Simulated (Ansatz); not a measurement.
## In₂As₂S: single run (Ansatz)

The command:

```bash
ansatz run input.yaml --threads 1 --pin off --max-ram 2560MiB --backend cpu --events-out ev --progress --plain --runs-dir out
```

input.yaml:

```yaml
crystal:
  lattice:
    - [4.365249, 0.0, 0.0]
    - [-2.182624, 3.780419, 0.0]
    - [0.0, 0.0, 7.352329]
  atoms:
    - { symbol: As, position: [0.3333, 0.6667, 0.2583] }
    - { symbol: As, position: [0.6667, 0.3333, 0.7417] }
    - { symbol: S, position: [0.0, 0.0, 0.0] }
    - { symbol: In, position: [0.3333, 0.6667, 0.6303] }
    - { symbol: In, position: [0.6667, 0.3333, 0.3697] }
  symmetry: { tolerance: 0.0003 }
kpoints:
  mp_grid: { grid: [5, 5, 3], shift: [0, 0, 0] }
magnetization:
  spin_polarized: false
scf:
  occupations: { method: methfessel_paxton, width: 0.0458 }
  max_iter: 60
hamiltonian:
  pseudopotentials: { kind: paw }
  xc: pbe
  hubbard: { sites: [{ species: S, l: f, u_eff: 30.0 }] }
basis:
  ecutwfc: 420
output:
  forces: true
  stress: true
  eigenvalues: true
```

Origin of the cell: a known structure type with other elements, at an estimated volume, so it need not be a known compound.

Output:

```
Error: inconsistent input (hamiltonian.hubbard.sites[].l, hamiltonian.hubbard.sites[].shell): the file of S doesn't list 4f, and it can't be added: PBE doesn't bind the shell 4f of the free atom, whose level lies at +1.13 eV. Type an atom or ion with it (hamiltonian.pseudopotentials.projection_atoms), take another file or name another shell
```

Question: What went wrong?

Answer: It holds a U on a shell that isn't there: `hamiltonian.hubbard` typed as { sites: [{ species: S, l: f, u_eff: 30.0 }] }. The program refused the input.
